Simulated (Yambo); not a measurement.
G0W0@PBEsol for Li₂WS₄ (space group I-42m, No. 121) in Yambo. Reference settings: 2×2×2 Γ-centred k mesh, bands 4 to 267 and a 7 Ry block in the screening, 267 bands in G with the Bruneval-Gonze terminator, plasmon pole fitted at 27.2 eV. The PBEsol gap X → Z on this mesh is 1.61 eV; G0W0 gaps are taken between the same points.

The settings were changed. The gap went from 3.36 eV to 3.37 eV, and the shift of the valence edge from -0.86 eV to -0.79 eV.

What was changed between the two runs?
(A) no random integration
(B) 3 Ry block
(C) 94 bands in G, no terminator
(D) 169 bands in W, 169 bands in G

D, 169 bands in W, 169 bands in G. The others gave (gap, valence shift): 3 Ry block: 3.26, -0.58 eV; no random integration: 3.31, -0.63 eV; 94 bands in G, no terminator: 3.55, -0.43 eV.

Spin-orbit coupling is not included.

Geometry relaxed with PBE+D3(BJ); primitive cell a = 6.1787 Å, b = 6.1787 Å, c = 6.1787 Å, α = 122.14°, β = 122.14°, γ = 86.33°.

The structure is a Materials Project entry; no match was found in the copy of COD used, and its stability was not checked.

A shift is the quasiparticle energy of the state minus its PBEsol energy.
